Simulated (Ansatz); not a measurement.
SnSe: from a starting cell to a relaxed one

The start is a generated cell, SnSe placed in the GeS structure type. The cell and all atomic positions are relaxed at zero pressure with r2SCAN (plane waves to 500 eV, PAW, scalar-relativistic; Ansatz, a first-principles code). First-step values are on the input's coarse k-mesh.

Ansatz input (later rounds restart from its end on a renewed k-mesh):
Ansatz 0.2 input:
```yaml
crystal:
  lattice:
    - [11.791964, 0, 0]
    - [0, 4.099594, 0]
    - [0, 0, 4.842927]
  atoms:
    - { symbol: Sn, position: [0.1221, 0.25, 0.1277] }
    - { symbol: Sn, position: [0.3779, 0.75, 0.6277] }
    - { symbol: Sn, position: [0.8779, 0.75, 0.8723] }
    - { symbol: Sn, position: [0.6221, 0.25, 0.3723] }
    - { symbol: Se, position: [0.8495, 0.25, 0.5023] }
    - { symbol: Se, position: [0.6505, 0.75, 0.0023] }
    - { symbol: Se, position: [0.1505, 0.75, 0.4977] }
    - { symbol: Se, position: [0.3495, 0.25, 0.9977] }
basis: { ecutwfc: 500, ecutrho_ratio: 4, xc_grid: 4, fft_grid_basis: typed }
kpoints: { mp_grid: { grid: [2, 6, 5] } }
hamiltonian:
  xc: r2scan
  dispersion: none
  pseudopotentials: { azcp: { folder: ./paw }, kind: paw }
scf: { occupations: { method: fermi_dirac, width: 0.05 } }
relax: { f_tol: 0.01, max_steps: 100, cell: { stress_tol: 0.02 } }
output: { forces: true, stress: true }
```

**Question.** By how much does the energy per atom fall from start to end?

**Answer.** 3 meV/atom.

**Question.** How does the volume change?

**Answer.** -3.3 %, from 29.26 to 28.30 Å³/atom.

**Question.** How do the shortest distances between atoms change?

**Answer.** The closest pairs of elements (up to four, under 3.6 Å), start → end: Se–Sn 2.74 → 2.76 Å.

**Question.** Is the relaxed structure metallic? Give its gap.

**Answer.** 1.03 eV, indirect (valence top at 60 % of the way from Γ to Z, conduction bottom at 33 % of the way from Y to Γ) (no spin-orbit coupling).

**Question.** Write out the relaxed structure.

**Answer.** 
Space group Pnma (No. 62); a = 11.682 Å, b = 4.124 Å, c = 4.700 Å, α = 90.00°, β = 90.00°, γ = 90.00°

```
atom  site  symmetry       x       y       z
----  ----  --------  ------  ------  ------
Sn      4c       .m.  0.1201  0.2500  0.1248
Se      4c       .m.  0.3520  0.2500  0.0120
```

The space group stays Pnma (No. 62) (the run could not lower it); the end is AFLOW prototype AB_oP8_62_c_c (B29, as in SnS), with 8 atoms in the primitive cell. Final values are on a 3×8×7 k-mesh of the relaxed cell. No spin polarisation in the result.

The run could not lose the symmetry of its start; a randomly shaken copy of 8 atoms returns to this structure.
